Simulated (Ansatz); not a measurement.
The cell is COD entry 1532424, as deposited and not checked against the literature; nothing was relaxed.

ZrSi2: DFT, PBE, all-electron LAPW, scalar-relativistic (Ansatz 0.2.0).

```yaml
crystal:
  lattice:
    - [1.853, -7.3675, 0.0]
    - [1.853, 7.3675, 0.0]
    - [0.0, 0.0, 3.672]
  atoms:
    - { symbol: Zr, position: [0.8946, 0.1054, 0.75] }
    - { symbol: Zr, position: [0.1054, 0.8946, 0.25] }
    - { symbol: Si, position: [0.5522, 0.4478, 0.75] }
    - { symbol: Si, position: [0.4478, 0.5522, 0.25] }
    - { symbol: Si, position: [0.2496, 0.7504, 0.75] }
    - { symbol: Si, position: [0.7504, 0.2496, 0.25] }
kpoints:
  mp_grid: { grid: [8, 8, 8] }
  band_path:
    path:
      - [0.0, 0.0, 0.0]
      - [-0.5, 0.5, 0.0]
      - [-0.2658143213, 0.7341856787, 0.0]
      - [0.2658143213, 0.2658143213, 0.0]
      - [0.0, 0.0, 0.0]
      - [0.0, 0.0, 0.5]
      - [0.2658143213, 0.2658143213, 0.5]
      - [-0.2658143213, 0.7341856787, 0.5]
      - [-0.5, 0.5, 0.5]
    npoints: 8
scf:
  occupations: { method: fermi_dirac, width: 0.03 }
hamiltonian:
  xc: pbe
  pseudopotentials: { kind: all_electron, lapw: { basis_error: 0.001 } }
output:
  forces: true
  stress: true
  eigenvalues: true
  fatbands: true
  populations: true
  dos: { projected: true, de: 0.2, e_range: [-14, 8] }
```

Output:

```
Zr: projections on atomic orbitals take those of the free atom 1s2 2s2 2p6 3s2 3p6 3d10 4s2 4p6 4d2 5s2, of charge +0.00 (hamiltonian.pseudopotentials.projection_atoms)
Si: projections on atomic orbitals take those of the free atom 1s2 2s2 2p6 3s2 3p2, of charge +0.00 (hamiltonian.pseudopotentials.projection_atoms)
LAPW: plane waves up to 7.373 Å⁻¹, error target 1.0e-3 eV per atom; small_component_spin mean_spin; Si in spheres of 1.198 Å, 12 of its electrons in bands, Dirac shells []; Zr in spheres of 1.464 Å, 28 of its electrons in bands, Dirac shells []
Engine: ansatz 0.2.0
Pseudopotentials: kind: all_electron
Pseudopotential: Zr, LAPW, valence charge 28, Koelling and Harmon's equation, gaussian nucleus
Pseudopotential: Si, LAPW, valence charge 12, Koelling and Harmon's equation, gaussian nucleus
Functional definition: PBE
  parameter kappa = 0.804
  parameter beta = 0.06672455060314922
  exchange = pbe_x(kappa = kappa, mu = beta*pi^2/3)
  correlation = pbe_c(beta = beta)
Crystal: 6 atoms, lattice volume = 100.260 Å³
Basis set: ecut = 207.13145423535622 eV, 685 PW (Γ), FFT grids on a1+a2, a2, a3, exchange–correlation at level 2
Bands: 63, of which v1, the nominal top of the filled ones, is band 52 counted from 1 (51 counted from 0)
Symmetry: 8 space group operations
Space group: Cmcm (ITA 63), of the structure as read, at distance tolerance 4.6e-5 Å
k-points: 105 of 512
Non-local potential: Zr, projectors of the file, none
Non-local potential: Si, projectors of the file, none
Initial density: superposition of atomic densities (chi_scale 0.1, normalization cell, long waves kept (reshape's long-wave potential 0.16 eV rms))
Initial wavefunctions: plane waves of lowest kinetic energy (no species holds an atomic orbital)
Functional: x = pbe(κ = 0.804, μ = 0.2195149727645171), c = pbe(β = 0.06672455060314922)
iter 1 solved again at ethr=5.81e-4 eV; its pass at ethr=1.00e-1 eV (dr2=6.04e-1 eV) is discarded
SCF iter   1: F=—  HF=-227427.509372 eV  |F-HF|=—  |Δ(HF+E_count)|=         —  Δρ=2.15e-2  dr2=6.06e-1  ethr=5.81e-4  ⟨swp⟩=2.4  Hψ=42866  notcnv=0
preconditioner: auto → Kerker (q_TF=auto, 2.745 Å⁻¹)  [metal: Δε(μ)=0.008 eV  Ē_g=7.789 eV  σ=0.030 eV  W_gap=0.06  n_scr=44 (ndim 8)  ℏωp=18.2 eV  f_vac=0.000  D(μ)=1.62/eV (n_scr^D=4)]
SCF iter   2: F=—  HF=-227427.344713 eV  |F-HF|=—  |Δ(HF+E_count)|=   1.65e-1  Δρ=1.41e-2  dr2=3.37e-1  ethr=5.81e-4  ⟨swp⟩=2.0  Hψ=20267  notcnv=0
SCF iter   3: F=—  HF=-227427.296318 eV  |F-HF|=—  |Δ(HF+E_count)|=   4.84e-2  Δρ=6.68e-3  dr2=7.88e-2  ethr=3.24e-4  ⟨swp⟩=2.0  Hψ=19638  notcnv=0  defer=1
SCF iter   4: F=—  HF=-227427.279553 eV  |F-HF|=—  |Δ(HF+E_count)|=   1.68e-2  Δρ=2.51e-3  dr2=1.53e-2  ethr=7.58e-5  ⟨swp⟩=2.0  Hψ=20220  notcnv=0
iter 5 solved again at ethr=6.19e-7 eV; its pass at ethr=1.47e-5 eV (dr2=6.43e-4 eV) is discarded
SCF iter   5: F=—  HF=-227427.277535 eV  |F-HF|=—  |Δ(HF+E_count)|=         —  Δρ=6.81e-4  dr2=6.41e-4  ethr=6.19e-7  ⟨swp⟩=2.0  Hψ=32749  notcnv=0
the basis was enlarged: its passes take 926.9 KiB over the memory plan, 2 of 2 planned eigensolver slots
SCF iter   6: F=—  HF=-227427.277517 eV  |F-HF|=—  |Δ(HF+E_count)|=   1.80e-5  Δρ=2.92e-4  dr2=1.18e-4  ethr=6.17e-7  ⟨swp⟩=2.0  Hψ=19154  notcnv=0
SCF iter   7: F=—  HF=-227427.277537 eV  |F-HF|=—  |Δ(HF+E_count)|=   2.06e-5  Δρ=8.66e-5  dr2=1.25e-5  ethr=1.13e-7  ⟨swp⟩=3.0  Hψ=19561  notcnv=0
SCF iter   8: F=—  HF=-227427.277535 eV  |F-HF|=—  |Δ(HF+E_count)|=   1.92e-6  Δρ=2.40e-5  dr2=1.08e-6  ethr=1.20e-8  ⟨swp⟩=2.0  Hψ=19156  notcnv=0
SCF iter   9: F=—  HF=-227427.277535 eV  |F-HF|=—  |Δ(HF+E_count)|=   7.95e-7  Δρ=1.02e-5  dr2=1.17e-7  ethr=1.03e-9  ⟨swp⟩=2.4  Hψ=19229  notcnv=0
SCF iter  10: F=-227427.277535 eV  HF=-227427.277535 eV  |F-HF|=7.16e-9  |Δ(HF+E_count)|=   5.15e-9  Δρ=2.30e-6  dr2=8.45e-9  ethr=1.13e-10  ⟨swp⟩=2.1  Hψ=19162  notcnv=0
SCF 1 converged in 10 iterations: F = -227427.277535 eV  dr2 = 8.45e-9
NSCF: frozen V_eff on 65 k-points
SCF converged after 10 iterations
Free energy (F): -227427.277535 eV
Harris-Foulkes:  -227427.277535 eV  (|F-HF|=7.16e-9)
Internal energy: -227427.272826 eV  (E = F + TS)
E sigma→0 (E₀):  -227427.275180 eV
Entropy (-TS):   -0.004708 eV (-0.785 meV/atom)
Fermi energy:    14.525018 eV
--- Per-component energies (eV) ---
  E_band       = -9482.999297
  E_kinetic    = 233960.339507
  E_xc         = -8500.203143
  E_electrostatic = -452887.409190  (all electrons and nuclei)
  E_smearing   = -0.004708  (= −TS)
  E_closure    = 0.000000  (closes the sum)
  E_atoms      = -227387.050613  (free atoms, spherical and without spin; not in F)
  Σ components = -227427.277535   (vs F -227427.277535, Δ=0.00e0)
  Basis errors (estimates in eV, not in F): energy 3.3e-4 per atom: plane waves 2.9e-4 (1.6e-4 summed), levels above the bands 2.2e-71, relativity 2.0e-8, radial functions 3.8e-5, core shells 1.9e-7; eigenvalues (radial functions only) 9.6e-7; not estimated: angular momenta, meshes, grids; target (lapw.basis_error) 1.0e-3; muffin-tin radii Si 1.198 Å, Zr 1.464 Å
--- Forces (eV/Å), atoms counted from 1 ---
  atom   1  Zr     0.00000000    -0.04694341    -0.00000000
  atom   2  Zr     0.00000000     0.04694341     0.00000000
  atom   3  Si     0.00000000    -0.18637472    -0.00000000
  atom   4  Si     0.00000000     0.18637472     0.00000000
  atom   5  Si     0.00000000    -0.06729974    -0.00000000
  atom   6  Si     0.00000000     0.06729974     0.00000000
  max |Σ_I F_I| component: 0.00e0 eV/Å
--- Stress (GPa, compression-positive) ---
       -0.235111       0.000000       0.000000
        0.000000       1.482677       0.000000
        0.000000       0.000000       1.328605
  P = ⅓ Tr σ = 0.8587 GPa (8.587 kbar)
--- Band table (eV; the first three rows and the last of 105) ---
  k-point 0: bands = ["-297.1279", "-297.1279", "-297.1266", "-297.1266", "-297.1126", "-297.1126", "-154.2864", "-154.2864", "-154.2817", "-154.2817", "-154.2733", "-154.2733", "-154.2724", "-154.2724", "-154.2679", "-154.2679", "-119.8912", "-119.8896", "-119.8177", "-119.8147", "-75.9559", "-75.9525", "-75.9484", "-75.9452", "-75.8975", "-75.8963", "-75.8874", "-75.8786", "-75.8515", "-75.8379", "-75.8267", "-75.8247", "-34.2862", "-34.2737", "-12.5230", "-12.3857", "-12.3633", "-12.3568", "-12.3244", "-12.2860", "2.3142", "4.0003", "6.6620", "10.8682", "11.4066", "11.5709", "11.6933", "12.0138", "12.0504", "12.1124", "12.1507", "14.3909", "15.6046", "15.8845", "15.8911", "16.0961", "16.6104", "16.8273", "17.0616", "17.4324", "18.4636", "18.4962", "18.9685"]
  k-point 1: bands = ["-297.1279", "-297.1279", "-297.1266", "-297.1266", "-297.1126", "-297.1126", "-154.2864", "-154.2864", "-154.2817", "-154.2817", "-154.2733", "-154.2733", "-154.2724", "-154.2724", "-154.2679", "-154.2679", "-119.8912", "-119.8897", "-119.8176", "-119.8148", "-75.9557", "-75.9522", "-75.9487", "-75.9454", "-75.8975", "-75.8964", "-75.8872", "-75.8791", "-75.8508", "-75.8383", "-75.8266", "-75.8248", "-34.2843", "-34.2727", "-12.5152", "-12.3822", "-12.3733", "-12.3615", "-12.3361", "-12.3128", "2.5013", "4.1331", "6.8493", "9.8643", "10.2900", "11.6890", "11.7983", "12.0206", "12.1490", "12.3172", "12.8830", "14.8176", "15.0217", "15.2392", "15.4875", "16.5025", "16.7698", "17.2434", "17.3244", "17.7240", "18.4639", "18.9233", "18.9924"]
  k-point 2: bands = ["-297.1279", "-297.1279", "-297.1266", "-297.1266", "-297.1126", "-297.1126", "-154.2864", "-154.2864", "-154.2817", "-154.2817", "-154.2733", "-154.2733", "-154.2724", "-154.2724", "-154.2679", "-154.2679", "-119.8910", "-119.8899", "-119.8173", "-119.8152", "-75.9548", "-75.9514", "-75.9495", "-75.9462", "-75.8973", "-75.8965", "-75.8866", "-75.8806", "-75.8488", "-75.8394", "-75.8264", "-75.8250", "-34.2795", "-34.2706", "-12.4981", "-12.4286", "-12.3734", "-12.3728", "-12.3575", "-12.3507", "3.0490", "4.5306", "7.2469", "8.3791", "8.8124", "11.6948", "12.0141", "12.0476", "12.2492", "12.4737", "13.7879", "13.9777", "14.4893", "15.0505", "16.0001", "16.2214", "17.0796", "17.0806", "17.1762", "18.1627", "18.3730", "19.4342", "19.8242"]
  k-point 104: bands = ["-297.1279", "-297.1279", "-297.1266", "-297.1266", "-297.1126", "-297.1126", "-154.2864", "-154.2864", "-154.2817", "-154.2817", "-154.2733", "-154.2733", "-154.2724", "-154.2724", "-154.2679", "-154.2679", "-119.8904", "-119.8904", "-119.8162", "-119.8162", "-75.9522", "-75.9522", "-75.9489", "-75.9489", "-75.8969", "-75.8969", "-75.8841", "-75.8841", "-75.8437", "-75.8437", "-75.8257", "-75.8257", "-34.2701", "-34.2701", "-12.5173", "-12.5173", "-12.3857", "-12.3857", "-12.3564", "-12.3564", "5.3523", "5.3523", "5.6509", "5.6509", "10.7142", "10.7142", "11.5578", "11.5578", "12.2751", "12.2751", "13.5727", "13.5727", "14.5215", "14.5215", "16.7729", "16.7729", "17.4437", "17.4437", "17.6861", "17.6861", "18.5637", "18.5637", "19.9708"]
--- Löwdin populations: 6 sites ---
  site symbol       q [e]
     0     Zr     39.7859
     1     Zr     39.7859
     2     Si     14.0606
     3     Si     14.0606
     4     Si     14.0171
     5     Si     14.0171
  spilling = 0.002005 (of n_electrons = 136.000000)
```

populations.tsv:

```
# site	symbol	l	j	q
# orbitals = lowdin
# n_electrons = 136.000000
# spilling = 0.002005
# projection_atom_Zr: 1s2 2s2 2p6 3s2 3p6 3d10 4s2 4p6 4d2 5s2
# projection_atom_Si: 1s2 2s2 2p6 3s2 3p2
0	Zr	0_1S	-	1.999996
0	Zr	0_2S	-	1.999826
0	Zr	0_3S	-	1.996837
0	Zr	0_4S	-	1.940581
0	Zr	0_5S	-	0.430982
0	Zr	1_2P	-	6.000000
0	Zr	1_3P	-	5.999898
0	Zr	1_4P	-	5.979036
0	Zr	2_3D	-	9.999962
0	Zr	2_4D	-	3.438774
1	Zr	0_1S	-	1.999996
1	Zr	0_2S	-	1.999826
1	Zr	0_3S	-	1.996837
1	Zr	0_4S	-	1.940581
1	Zr	0_5S	-	0.430982
1	Zr	1_2P	-	6.000000
1	Zr	1_3P	-	5.999898
1	Zr	1_4P	-	5.979036
1	Zr	2_3D	-	9.999962
1	Zr	2_4D	-	3.438774
2	Si	0_1S	-	1.999813
2	Si	0_2S	-	1.984972
2	Si	0_3S	-	1.219684
2	Si	1_2P	-	5.996655
2	Si	1_3P	-	2.859516
3	Si	0_1S	-	1.999813
3	Si	0_2S	-	1.984972
3	Si	0_3S	-	1.219684
3	Si	1_2P	-	5.996655
3	Si	1_3P	-	2.859516
4	Si	0_1S	-	1.999854
4	Si	0_2S	-	1.988145
4	Si	0_3S	-	1.249014
4	Si	1_2P	-	5.997244
4	Si	1_3P	-	2.782840
5	Si	0_1S	-	1.999854
5	Si	0_2S	-	1.988145
5	Si	0_3S	-	1.249014
5	Si	1_2P	-	5.997244
5	Si	1_3P	-	2.782840
```
